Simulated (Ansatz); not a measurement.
Input file for Ansatz (a first-principles code):

Ansatz 0.2 input:
```yaml
crystal:
  lattice:
    - [0.0, 2.2760686502, 2.2760686502]
    - [2.2760686502, 0.0, 2.2760686502]
    - [2.2760686502, 2.2760686502, 0.0]
  atoms:
    - { symbol: N, position: [0.0, 0.0, 0.0] }
    - { symbol: Zr, position: [0.5, 0.5, 0.5] }
kpoints:
  mp_grid: { grid: [11, 11, 11] }
  band_path:
    path:
      - [[0.0, 0.0, 0.0], [0.5, 0.0, 0.5], [0.625, 0.25, 0.625]]  # Γ-X-U
      - [[0.375, 0.375, 0.75], [0.0, 0.0, 0.0], [0.5, 0.5, 0.5], [0.5, 0.25, 0.75], [0.5, 0.0, 0.5]]  # K-Γ-L-W-X
    npoints: 12
basis: { xc_grid: 2 }
hamiltonian:
  xc: pbesol
  pseudopotentials: { kind: paw }
magnetization: { noncollinear: true, spin_orbit: true }
scf:
  n_extra_bands: 13
  convergence: { dr2_threshold: 0.0000000001 }
  occupations: { method: gaussian, width: 0.05 }
output: { eigenvalues: true }
```

Output (shortened):

```
Pseudopotential: N, paw_fr, valence charge 5
Pseudopotential: Zr, paw_fr, valence charge 12
Functional definition: PBEsol
non-collinear run that drives no moment, with spin-orbit …
Crystal: 2 atoms, lattice volume = 23.582 Å³
Basis set: ecut = 420 eV, 459 PW (Γ), exchange–correlation on 48×48×48 points (8 copies of the dense FFT grid, shifted against one another)
Bands: 30, of which v1, the nominal top of the filled ones, is band 17 counted from 1 (16 counted from 0)
Symmetry: 48 space group operations + 48 with time reversal
k-points: 56 of 1331
Projection manifold: j_resolved (fully-relativistic pseudo-atomic orbitals)
SCF iter   1: F=—  HF=-4511.868824 eV  |F-HF|=—  |Δ(HF+E_count)|=         —  Δρ=3.89e-2  dr2=4.12e-1  dr2_m=0.00e0 (ungated)  ethr=3.10e-3  |M|=0.00e0 ∫|m|=0.00e0 μB  |m|>n=0.0e0 m-floor=0.0e0 τ_xc=0.0e0  β_m=0.30  ⟨swp⟩=6.7  Hψ=4108  notcnv=0  defer=22
preconditioner: auto → none
SCF iter   2: F=—  HF=-4511.824131 eV  |F-HF|=—  |Δ(HF+E_count)|=   4.47e-2  Δρ=2.76e-2  dr2=1.52e-1  dr2_m=0.00e0 (ungated)  ethr=2.42e-3  |M|=0.00e0 ∫|m|=0.00e0 μB  |m|>n=0.0e0 m-floor=0.0e0 τ_xc=0.0e0  β_m=0.53  ⟨swp⟩=1.0  Hψ=1064  notcnv=0  defer=108
SCF iter   3: F=—  HF=-4511.808791 eV  |F-HF|=—  |Δ(HF+E_count)|=   1.53e-2  Δρ=8.35e-3  dr2=1.56e-2  dr2_m=0.00e0 (ungated)  ethr=8.96e-4  |M|=0.00e0 ∫|m|=0.00e0 μB  |m|>n=0.0e0 m-floor=0.0e0 τ_xc=0.0e0  β_m=0.58  ⟨swp⟩=2.0  Hψ=861  notcnv=0  defer=264
SCF iter   4: F=—  HF=-4511.805839 eV  |F-HF|=—  |Δ(HF+E_count)|=   2.95e-3  Δρ=7.35e-4  dr2=6.88e-5  dr2_m=0.00e0 (ungated)  ethr=9.20e-5  |M|=0.00e0 ∫|m|=0.00e0 μB  |m|>n=0.0e0 m-floor=0.0e0 τ_xc=0.0e0  β_m=0.74  ⟨swp⟩=2.0  Hψ=868  notcnv=0  defer=298
SCF iter   5: F=—  HF=-4511.805965 eV  |F-HF|=—  |Δ(HF+E_count)|=   1.26e-4  Δρ=8.79e-5  dr2=1.26e-6  dr2_m=0.00e0 (ungated)  ethr=4.04e-7  |M|=0.00e0 ∫|m|=0.00e0 μB  |m|>n=0.0e0 m-floor=0.0e0 τ_xc=0.0e0  β_m=0.69  ⟨swp⟩=2.4  Hψ=1126  notcnv=0  defer=298
SCF iter   6: F=—  HF=-4511.805964 eV  |F-HF|=—  |Δ(HF+E_count)|=   6.21e-7  Δρ=3.06e-5  dr2=1.66e-7  dr2_m=0.00e0 (ungated)  ethr=7.40e-9  |M|=0.00e0 ∫|m|=0.00e0 μB  |m|>n=0.0e0 m-floor=0.0e0 τ_xc=0.0e0  β_m=0.69  ⟨swp⟩=2.0  Hψ=1178  notcnv=0  defer=298
SCF iter   7: F=—  HF=-4511.805964 eV  |F-HF|=—  |Δ(HF+E_count)|=   2.00e-8  Δρ=6.23e-6  dr2=3.49e-9  dr2_m=0.00e0 (ungated)  ethr=9.74e-10  |M|=0.00e0 ∫|m|=0.00e0 μB  |m|>n=0.0e0 m-floor=0.0e0 τ_xc=0.0e0  β_m=0.81  ⟨swp⟩=2.1  Hψ=899  notcnv=0  defer=298
SCF iter   8: F=-4511.805964 eV  HF=-4511.805964 eV  |F-HF|=5.28e-11  |Δ(HF+E_count)|=  3.05e-10  Δρ=5.47e-7  dr2=6.61e-11  dr2_m=0.00e0 (ungated)  ethr=1.00e-12  |M|=0.00e0 ∫|m|=0.00e0 μB  |m|>n=0.0e0 m-floor=0.0e0 τ_xc=0.0e0  ⟨swp⟩=6.3  Hψ=3568  notcnv=0
SCF 1 converged in 8 iterations: F = -4511.805964 eV  dr2 = 6.61e-11
NSCF: frozen V_eff on 74 k-points
SCF converged after 8 iterations
Magnetization: |M| = 0.0000 μB,  M = (+0.0000, +0.0000, +0.0000) μB
Absolute magnetization: 0.0000 μB (∫|m|)
  site 0: m = (+0.0000, +0.0000, +0.0000) μB, |m| = 0.0000 μB  (R = 0.94 Å)
  site 1: m = (+0.0000, +0.0000, +0.0000) μB, |m| = 0.0000 μB  (R = 0.94 Å)
Free energy (F): -4511.805964 eV
Harris-Foulkes:  -4511.805964 eV  (|F-HF|=5.28e-11)
Internal energy: -4511.804487 eV  (E = F + TS)
E sigma→0 (E₀):  -4511.805226 eV
Entropy (-TS):   -0.001477 eV (-0.738 meV/atom)
Fermi energy:    17.870690 eV
--- Per-component energies (eV) ---
  E_band       = -20.804681
  E_kinetic    = 468.114180
  E_local      = -610.694535  (includes V_loc(G=0)·N_el)
  E_nonlocal   = 124.975504
  E_hartree    = 183.350708
  E_xc         = -222.783902
  E_vxc        = -270.102141  (∫ρ·V_xc dr)
  E_paw        = -3022.616628  (= ΣΔE_a)
  E_vpaw       = -99.799121  (= ΣTr[D̂ρ^β])
  E_aug_tail   = 0.000115  (compensation charges beyond the density's cutoff)
  E_ewald      = -1432.344507
  E_core_change = 0.194577  (= ΣΔE_core)
  E_smearing   = -0.001477  (= −TS)
  E_closure    = 0.000000  (closes the sum)
  Σ components = -4511.805964   (vs F -4511.805964, Δ=0.00e0)
  [band-id]    e_kinetic+e_local+e_nonlocal+2·e_hartree+e_vxc+e_vpaw+e_augmentation_tail = -20.804582   (vs E_band -20.804681, Δ=9.94e-5)
--- Band table (eV; the first three rows and the last of 56) ---
  k-point 0: bands = ["-31.4442", "-31.4442", "-10.3099", "-10.3099", "-8.5063", "-8.5063", "-8.5063", "-8.5063", "1.6275", "1.6275", "15.2248", "15.2248", "15.2942", "15.2942", "15.2942", "15.2942", "17.4814", "17.4814", "17.4814", "17.4814", "17.5557", …
  k-point 1: bands = ["-31.4318", "-31.4318", "-10.3483", "-10.3483", "-8.5904", "-8.5904", "-8.5148", "-8.5148", "1.8073", "1.8073", "14.5766", "14.5766", "14.7805", "14.7805", "14.8074", "14.8074", "17.7202", "17.7202", "17.7427", "17.7427", "17.8019", …
  k-point 2: bands = ["-31.3984", "-31.3984", "-10.4607", "-10.4607", "-8.7928", "-8.7928", "-8.5375", "-8.5375", "2.2876", "2.2876", "13.2489", "13.2489", "13.8925", "13.8925", "13.9039", "13.9039", "18.1418", "18.1418", "18.3751", "18.3751", "18.4051", …
  k-point 55: bands = ["-31.2355", "-31.2355", "-10.8676", "-10.8676", "-9.2796", "-9.2796", "-9.0466", "-9.0466", "2.8331", "2.8331", "12.3181", "12.3181", "13.0838", "13.0838", "13.2353", "13.2353", "18.5484", "18.5484", "19.4906", "19.4906", "22.5477", …
```

Cost: around 11 core-seconds (rough) on shared cores.

Space group Fm-3m (rock salt). The PBEsol relaxation kept the symmetry of its start. No spin polarisation was allowed.

Potentials: the later of the program's two PAW sets.

Ansatz is a plane-wave DFT program.
